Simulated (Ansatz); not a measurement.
CdTe (zincblende), relaxed with r2SCAN, was run in Ansatz under altered settings. All numbers are computed, without spin polarisation but where a row says otherwise.

```
CELL_PARAMETERS angstrom
0.00000 3.27996 3.27996
3.27996 0.00000 3.27996
3.27996 3.27996 0.00000
ATOMIC_POSITIONS crystal
Cd 0.00000 0.00000 0.00000
Te 0.25000 0.25000 0.25000
```

The base run's other keys:
```yaml
kpoints:
  mp_grid: { grid: [4, 4, 4] }
hamiltonian:
  xc: r2scan
scf:
  occupations: { method: fixed }
  n_extra_bands: 4
```

It takes 6 iterations with 1807 plane waves at 500 eV and 8 k points, and leaves a mean stress of +0.15 GPa. The gap over this mesh is 1.152 eV. It ran on 4 threads of Arm Neoverse V1 (shared host).

Outcomes, with energy and stress as changes against the base:

| setting | outcome | ΔF (meV/atom) | Δ mean stress (GPa) | gap on the mesh (eV) | iterations | wall time |
| --- | --- | --- | --- | --- | --- | --- |
| scf.occupations: gaussian 0.5 | converged | -0.4 | +0.02 | 1.153 | 6 | 1.3 s |
| scf.occupations: cold 0.001 | converged | 0.0 | 0.00 | 1.152 | 6 | 1.3 s |
| basis.ecutwfc: 0 | refused | – | – | – | – | 0.12 s |
| scf.mixing.beta: 5.0 | refused | – | – | – | – | 0.01 s |
| scf.occupations: cold 0.05 | converged | 0.0 | 0.00 | 1.152 | 6 | 1.3 s |
| kpoints.mp_grid.grid: [5, 5, 5] | converged | -18.3 | -0.14 | 1.159 | 6 | 1.5 s |
| basis.ecutrho_ratio: 2 | converged, warned | -0.1 | +0.01 | 1.152 | 6 | 1.1 s |
| basis.ecutwfc: -100 | refused | – | – | – | – | 0.12 s |
| scf.occupations: methfessel_paxton 0.001 | converged | 0.0 | 0.00 | 1.152 | 6 | 2 s |
| scf.max_iter: 1 | not converged | – | – | – | 1 | 1.1 s |
| scf.mixing.beta: 0.005 | converged | 0.0 | 0.00 | 1.152 | 8 | 2.7 s |
| hamiltonian.xc: hse6 | refused | – | – | – | – | 0.02 s |
| hamiltonian.xc: mr2scan | converged | – | 0.00 | 1.152 | 6 | 2.3 s |

A dash marks a value that wasn't obtained or can't be compared. Stress is positive in compression. The base took 1.3 s.

- basis.ecutwfc: 0. The program doesn't start. Error: invalid value for `basis.ecutwfc`: must be finite and > 0; got 0 eV
- scf.mixing.beta: 5.0. The input is refused before any iteration. Error: invalid value for `scf.mixing.beta`: must be finite and in (0, 1]; got 5
- kpoints.mp_grid.grid: [5, 5, 5]. The free energy moves by -18.3 meV an atom, the mean stress by -0.14 GPa and the gap on the mesh by +0.007 eV (to 1.159). The difference shows how far the base mesh is converged.
- basis.ecutrho_ratio: 2. Energy, stress and gap stay within 1 meV an atom, 0.1 GPa and 0.005 eV of the base. The result hardly depends on this setting here. Warned: cutoff below recommended.
- basis.ecutwfc: -100. The program doesn't start. Error: invalid value for `basis.ecutwfc`: must be finite and > 0; got -100 eV
- scf.max_iter: 1. No converged result was reached. It stopped after 1 iteration; the base needs 6. Nothing that it printed is a property of the solid. Error: did not converge after 1 iteration: tau_residual = 1.11e-2 (threshold 1.00e-7), under the density mixer `msr1`, which `scf.mixing.algorithm: auto` chose by the deck's other keys (type `scf.mixing.algorithm: msr1` to keep it) […]
- hamiltonian.xc: hse6. It is rejected at once. Error: YAML parse error: line 12 column 7: hamiltonian.xc: unknown variant `hse6`, expected one of […]

Within 1 meV an atom, 0.1 GPa and 0.005 eV of the base stay: scf.occupations: gaussian 0.5; scf.occupations: cold 0.001; scf.occupations: cold 0.05; basis.ecutrho_ratio: 2; scf.occupations: methfessel_paxton 0.001; scf.mixing.beta: 0.005.

No spin-orbit coupling is included; it can move band edges with weight on the heavy atoms by tenths of an eV.
